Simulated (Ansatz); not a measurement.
Compressing SiC2N4: a fit and a missing row

SiC2N4, Pn-3m, a = 6.669 Å. The structure is a Materials Project entry; whether it is the stable form wasn't checked. Ansatz: PBEsol, PAW, 420 eV, Γ-centred 4×4×4 mesh on 14 atoms, Gaussian smearing 0.02 eV; no spin polarisation. Shape and atoms are relaxed at each volume; pressure is positive in compression.

```tsv
V (Å³/atom)	P (GPa)
18.644	17.39
19.280	12.02
19.915	7.40
20.551	?
21.187	-0.02
21.822	-2.98
22.458	-5.53
23.305	-8.38
```

Task: Take V0 = 21.187 Å³/atom, count pressures from its P0 = -0.02 GPa, fit the third-order Birch–Murnaghan form to the other rows, and predict the missing pressure.

Result: With the Eulerian strain f = ½[(V0/V)^(2/3) − 1] and y = (P − P0)/[3f(1 + 2f)^(5/2)], the form is the line y = B0 + 1.5 B0 (B0′ − 4) f. Rows (f, y): 0.04449, 105.4; 0.03245, 105.7; 0.02107, 105.9; -0.00975, 106.3; -0.01905, 106.2; -0.03077, 106.1. Means f = 0.006407, y = 105.93; Σ(Δf)² = 0.004635, ΣΔfΔy = -0.04579; the slope is their ratio. y = 106.0 − 9.879 f GPa, so B0 = 106.0 GPa and B0′ = 4 + 2 × (-9.879)/(3 × 106.0) = 3.94. At V = 20.551, f = 0.01026, y = 105.90 and P = 3.41 GPa. The run gave 3.42 GPa, so the fit is 0.01 GPa too low, within the rms miss on the fitted rows (0.01 GPa).

Cost: 8 runs of about 2.8 core-minutes in all, on Intel Xeon 6975P-C (Granite Rapids) (shared hosts).